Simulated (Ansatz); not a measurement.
MoSe2 in space group P6_3/mmc (No. 194; Mo on 2c, Se on 4f), the program Ansatz at the LDA level (PAW). The conduction-band minimum lies on the K–Γ line, 45 % of the way from K, with 6 equivalent valleys. Second derivatives d²E/dk² of the lowest band at one valley (eV·Å²), along Cartesian directions:

| direction | d²E/dk² |
|---|---|
| [100] | 13.19 |
| [010] | 15.85 |
| [001] | 17.07 |
| [110] | 16.82 |
| [101] | 15.14 |
| [011] | 16.47 |

Problem. Find the principal effective masses, the density-of-states mass and the conductivity mass.

Solution. Off-diagonal terms follow from H_xy = H[110] − (H_xx + H_yy)/2, and m*/mₑ = 7.620 eV·Å² over each eigenvalue: 0.44, 0.45, 0.64. One valley's DOS mass (m₁m₂m₃)^(1/3) = 0.50, conductivity mass 3/(Σ 1/mᵢ) = 0.50 mₑ.

Problem. What effective density of states Nc follows at 300 K for parabolic valleys?

Solution. Nc = 2.509e19 × 6 × (0.50)^(3/2) ≈ 5.3e19 cm⁻³.

Problem. With the computed static dielectric constant 14.6 (mean of the diagonal), estimate a hydrogenic donor's binding energy and radius.

Solution. E = 13.606 eV × 0.50/14.6² ≈ 32 meV; a = 0.529 Å × ε/m* ≈ 15 Å. Semilocal masses tend to be too small where the gap is.

Symmetry was held in the LDA relaxation; phonons on a q-mesh show no instability. The run is not spin-polarised. A crystal of weakly bound layers computed without a dispersion correction: the cell and the soft elastic constants depend strongly on that. Spin–orbit coupling is left out wherever it is not named.

Potentials: the later of the program's two PAW sets.
